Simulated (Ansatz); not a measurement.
# FeNi₃ — contact hyperfine fields

Cell: an entry of the Crystallography Open Database (COD), ions relaxed with PBE at fixed cell.

```cif
data_structure
_symmetry_space_group_name_H-M 'P 1'
_symmetry_Int_Tables_number 1
_cell_length_a 3.5450
_cell_length_b 3.5450
_cell_length_c 3.5450
_cell_angle_alpha 90.000
_cell_angle_beta 90.000
_cell_angle_gamma 90.000
_cell_volume 44.55
loop_
_atom_site_label
_atom_site_type_symbol
_atom_site_fract_x
_atom_site_fract_y
_atom_site_fract_z
_atom_site_occupancy
Fe1 Fe 0.00000 0.00000 0.00000 1
Ni2 Ni 0.00000 0.50000 0.50000 1
Ni3 Ni 0.50000 0.00000 0.50000 1
Ni4 Ni 0.50000 0.50000 0.00000 1
```

Atom numbers follow the list; atoms alike are taken as one site, whose name carries the number of the first.

Level of theory: DFT, PBE, plane waves and PAW, scalar-relativistic, collinear spin, 420 eV cutoff, Γ-centred 9×9×9 k-points, Fermi–Dirac smearing 0.05 eV (Ansatz 0.2.0). Start moments as typed (μB): 3 -1.5 1.5 1.5 by atom.

B_c = (2μ₀/3)μB(ρ↑ − ρ↓), with the spin density averaged over the Thomson radius around the nucleus, 7.77 T per e/Å³, positive along the up direction of the run. The valence column is what the valence and semicore waves of the PAW files give as listed; the rest comes from solving these waves and the inner shells again in each spin's potential.

(1) What moments and contact fields does each site carry?

Answers

(1) The cell's net moment is 4.83 μB; the site moments, counted in spheres around the atoms, add up to 4.99 μB, and the difference lies between the spheres. One atom of each set is listed.

```csv
site,atom,m (μB),B_c (T),valence column (T),rest (T)
Fe,1,2.92,-18.5,35.5,-54.1
Ni,2,0.69,-17.3,-1.0,-16.3
```

On Fe the field amounts to -6.4 T per μB of the site's moment: core polarisation sets it against the moment.

The run lost its antiparallel start and ended with all moments parallel. The magnetic order is the one that the run reached from its start moments, not necessarily the measured one. The run finds no gap above 0.1 eV, so moments and fields hang on the k-mesh and the smearing. Semilocal functionals underestimate the core's part of the field; in a metal the conduction electrons' part and a positive orbital field can offset that, so a measured field can be larger or smaller. Orbital and dipolar fields are left out.
